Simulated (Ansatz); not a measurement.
MgO:
```xyz
12
Lattice="3.2257 0.0000 0.0000 -1.6129 2.7936 0.0000 0.0000 0.0000 15.3053" Properties=species:S:1:pos:R:3 pbc="T T T"
Mg     1.6129     0.9312     9.9203
Mg     1.6129     0.9312    14.9892
Mg     0.0000     1.8624    12.4547
Mg     0.0000     1.8624     7.3765
Mg     0.0000     1.8624     2.2581
Mg     0.0000     0.0000     4.8021
O      1.6129     0.9312    13.0344
O      1.6129     0.9312     7.9650
O      0.0000     1.8624     0.2834
O      0.0000     1.8624    10.5000
O      0.0000     1.8624     5.4017
O      0.0000     0.0000     2.8467
```

Tensor components refer to the Cartesian frame of this cell.

**Question.** Give the proper piezoelectric stress tensor with relaxed ions from LDA in the plane-wave PAW code Ansatz.

**Answer.** In C/m², rows x, y, z, Voigt columns; mesh uncertainty up to 0.00.
```
 0.00   0.00   0.00   0.00   0.44   0.00
 0.00   0.00   0.00   0.44   0.00   0.00
 0.63   0.63  -1.48   0.00   0.00   0.00
```

The elastic tensor of the same run (GPa):

```json
[
 {"": "1", "1": "201", "2": "112", "3": "90.2", "4": "0.0", "5": "0.0", "6": "0.0"},
 {"": "2", "1": "112", "2": "201", "3": "90.2", "4": "0.0", "5": "0.0", "6": "0.0"},
 {"": "3", "1": "90.2", "2": "90.2", "3": "180", "4": "0.0", "5": "0.0", "6": "0.0"},
 {"": "4", "1": "0.0", "2": "0.0", "3": "0.0", "4": "51.4", "5": "0.0", "6": "0.0"},
 {"": "5", "1": "0.0", "2": "0.0", "3": "0.0", "4": "0.0", "5": "51.4", "6": "0.0"},
 {"": "6", "1": "0.0", "2": "0.0", "3": "0.0", "4": "0.0", "5": "0.0", "6": "44.8"}
]
```

**Question.** Convert to strain constants d = e·S.

**Answer.** In pC/N:
```
  0.0    0.0    0.0    0.0    8.6    0.0
  0.0    0.0    0.0    8.6    0.0    0.0
  6.1    6.1  -14.3    0.0    0.0    0.0
```

Space group P3m1. The first step of the workflow began from a Materials Project structure, measured or hypothetical; the Crystallography Open Database copy checked does not list it. It is not the phase usual at ambient conditions (space group No. 225). The cell was relaxed with LDA under the symmetry of its start; phonons on a q-mesh show no instability.

Potentials: the later of the program's two PAW sets.
